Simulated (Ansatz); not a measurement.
Input:

ZrB$_{2}$:
```
ZrB2
1.0
    3.17107     0.00000     0.00000
   -1.58553     2.74623     0.00000
    0.00000     0.00000     3.54225
Zr B
1 2
Direct
  0.00000   0.00000   0.00000
  0.33333   0.66667   0.50000
  0.66667   0.33333   0.50000
```

This is the PBE-relaxed structure. Tensor components refer to the Cartesian frame of this cell.

Task: All from the program Ansatz at the PBE level (PAW), unless another level is named. Estimate the bulk modulus (Birch–Murnaghan fit).

Result: 238 GPa.

Task: Next, the elastic constants (relaxed ions, GPa)?

Result: C11 = 563, C12 = 55.3, C13 = 120, C33 = 432, C44 = 251.

Task: And the highest zone-centre frequency?

Result: 766 cm^-1.

Space group P6/mmm. Symmetry was held in the PBE relaxation; phonons on a q-mesh show no instability. No spin polarisation was allowed. As this level gives no gap, shear constants depend on the k-mesh and smearing (Fermi–Dirac, 0.1 eV here). As this level gives no gap, phonon frequencies hold no LO–TO term and depend on the k-mesh and smearing (Fermi–Dirac, 0.1 eV here).

Potentials: the later of the program's two PAW sets.
